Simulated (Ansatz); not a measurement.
ZrN (rock salt, Fm-3m) at seven volumes, the program Ansatz at the PBE level (PAW), scaled uniformly. One row is withheld.

```tsv
V (Å³/atom)	P (GPa)
11.033	?
11.397	17.63
11.760	8.11
12.124	0.00
12.488	-6.92
12.852	-12.81
13.215	-17.82
```

Q: Fit the shown pressures and predict the withheld one.

A: P = (3/2)B₀(x^(7/2) − x^(5/2))[1 + (3/4)(B′ − 4)(x − 1)] with x = (V₀/V)^(2/3). Least squares on the six rows gives V₀ = 12.124 Å³/atom, B₀ = 249 GPa, B′ = 4.35. At V = 11.033, x = 1.0649 and P = 28.84 GPa. The run itself gave 28.81 GPa.

The PBE relaxation kept the symmetry of its start; of distortions, only those at the zone centre were tested. The run is not spin-polarised.

Potentials: the later of the program's two PAW sets.
